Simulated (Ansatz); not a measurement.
**What DFT gives for TiSb₂**

```
Sb Ti
1.0
    -3.37721    3.37721    2.95024
     3.37721   -3.37721    2.95024
     3.37721    3.37721   -2.95024
Sb Ti
4 2
Direct
  0.65156 0.15156 0.80312
  0.15156 0.34844 0.50000
  0.34844 0.84844 0.19688
  0.84844 0.65156 0.50000
  0.25000 0.25000 0.00000
  0.75000 0.75000 0.00000
```

The numbers come from plane-wave PAW DFT (Ansatz): PBEsol, spin-orbit coupling, 420 eV, 6×6×6 Γ-centred k points, fermi-dirac occupations (width 0.0253 eV). Nothing was relaxed.

The state carries no moments; the state need not be the lowest.

(1) What happens at the Fermi level?

(2) Which element gives electrons and which takes them?

(3) What does the stress say?

(4) Where is the largest force?

Origin: a database entry at a rescaled volume.

Answers

(1) It is a metal, with about 2.2 states/eV a cell as the mean within 0.25 eV of the Fermi level, mostly Ti d (59 %) and Sb p (35 %).

(2) Bader charges in e: Ti +1.01, Sb -0.51. In the mean Ti gives up most and Sb takes most.

(3) The pressure is -5.6 GPa (compression positive), so with the atoms held at these fractions the cell would first shrink.

(4) The largest is on Sb3 (and as large on other atoms): 0.12 eV/Å, components (-0.08, -0.08, 0.00). It makes 180° with the line to a nearest neighbour, Sb1 at 2.90 Å, pointing away from it.
